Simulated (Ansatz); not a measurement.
Data:

Generalised stacking fault of Cr (bcc, W type) on the {211} plane. The cell below holds the perfect crystal with the plane normal along z; tilting its third vector by the shift puts one fault into each cell, between planes 1.16 Å apart, at fixed cell height.

```
Cr
1.0
    2.45027     0.00000     0.00000
    0.00000     4.00127     0.00000
    0.00000     0.00000     6.93041
Cr
6
Direct
  0.00000   0.00000   0.91667
  0.66667   0.50000   0.08333
  0.33333   0.00000   0.25000
  0.00000   0.50000   0.41667
  0.66667   0.00000   0.58333
  0.33333   0.50000   0.75000
```

In-plane vectors a = (2.450, 0.000) Å, b = (0.000, 4.001) Å, area 9.80 Å². The shift is s times the vector a (length 2.450 Å), so s = 1 restores the start. The shift is rigid: no atom relaxes. γ = [E(shift) − E(0)] / area.

All values below come from r2SCAN (plane waves to 500 eV, PAW, scalar-relativistic; Ansatz, an electronic-structure program). k mesh 16×10×6 (Γ-centred), Fermi-Dirac smearing 0.05 eV. E is the zero-smearing estimate. With partly filled bands, the k mesh leaves noise in γ, roughly 0.02 J/m² as judged from a few cases. Faults lie only 6.9 Å apart, and holding the cell height and the atoms raises γ above its relaxed value. Cr is run without spin polarisation. Cr was relaxed with its symmetry unable to fall. Real Cr orders magnetically; this run has no moments, which shifts volume and moduli. The zero of γ is zero shift.

The scan covers s from 0.000 to 0.917 in 12 points.

### Question
At which s is γ highest?

### Answer
s = 0.417.

### Question
Does γ have a local minimum between the ends of the line, and at which s?

### Answer
No computed point is one.

### Question
What is the highest γ among twelve even steps of s?

### Answer
2.14 J/m².

(The slope of γ gives the shear force per area between the displaced halves; near zero shift its curvature is an elastic stiffness.)
